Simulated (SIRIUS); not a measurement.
Band structure of Ge₂Mo (I4/mmm, 3 atoms in the cell; from Materials Project mp-10201, lattice scaled a little).

```
CELL_PARAMETERS angstrom
     -1.64997     1.64997     4.06822
      1.64997    -1.64997     4.06822
      1.64997     1.64997    -4.06822
ATOMIC_POSITIONS crystal
  Ge 0.66167 0.66167 0.00000
  Ge 0.33833 0.33833 0.00000
  Mo 0.00000 0.00000 0.00000
```

Method: LDA (PW92), GBRV LDA ultrasoft pseudopotentials (plane waves; SIRIUS).

Settings: parameters.ngridk = 10 10 10; parameters.xc_functionals = [XC_LDA_X, XC_LDA_C_PW]; parameters.gk_cutoff = 6.325 1/bohr; parameters.pw_cutoff = 14.143 1/bohr; parameters.smearing = fermi_dirac; parameters.smearing_width = 0.00367493 Ha; potentials = GBRV LDA ultrasoft pseudopotentials; parameters.electronic_structure_method = pseudopotential; parameters.num_bands = 25; parameters.num_mag_dims = 0; parameters.num_dft_iter = 100; parameters.energy_tol = 1e-07 Ha; parameters.density_tol = 1e-06; mixer.type = broyden2.

The structure comes from a collection of computed structures, made at another level of theory; the collection holds predicted forms beside known ones. Its lattice was then scaled. No clean gap shows at this smearing width and mesh (spacing up to 0.27 Å⁻¹); the mesh is coarse for partly filled bands, so the values carry mesh errors.

Points are given in units of this cell's reciprocal vectors. Levels in eV from the Fermi level, bands 18 to 24:
| point | 18 | 19 | 20 | 21 | 22 | 23 | 24 |
|---|---|---|---|---|---|---|---|
| Γ (0 0 0) | -2.68 | -2.36 | -2.36 | 0.42 | 2.87 | 3.67 | 3.67 |
| X (-0.5 0.5 0) | -5.26 | -4.00 | -2.71 | -1.00 | 1.89 | 2.12 | 3.18 |
| Y (-0.5 0.5 -0.082) | -4.11 | -4.02 | -2.59 | -1.58 | 1.59 | 1.95 | 2.00 |
| S (-0.291 0.291 -0.291) | -2.45 | -2.27 | -2.12 | -0.07 | 1.37 | 3.47 | 3.77 |
| Z (0.5 0.5 -0.5) | -1.54 | -0.52 | -0.52 | -0.38 | -0.38 | 0.45 | 3.04 |
| S1 (0.291 0.709 -0.709) | -2.45 | -2.27 | -2.12 | -0.07 | 1.37 | 3.47 | 3.77 |
| N (0 0.5 -0.5) | -4.36 | -2.31 | -2.19 | -0.12 | 1.85 | 2.86 | 3.55 |
| P (-0.25 0.75 -0.25) | -5.73 | -2.65 | -1.85 | -1.85 | -0.16 | 1.89 | 3.98 |
| Y1 (0.082 0.918 -0.5) | -4.11 | -4.02 | -2.59 | -1.58 | 1.59 | 1.95 | 2.00 |

2 bands cross the Fermi level along this path, so the cell has no gap at this level.
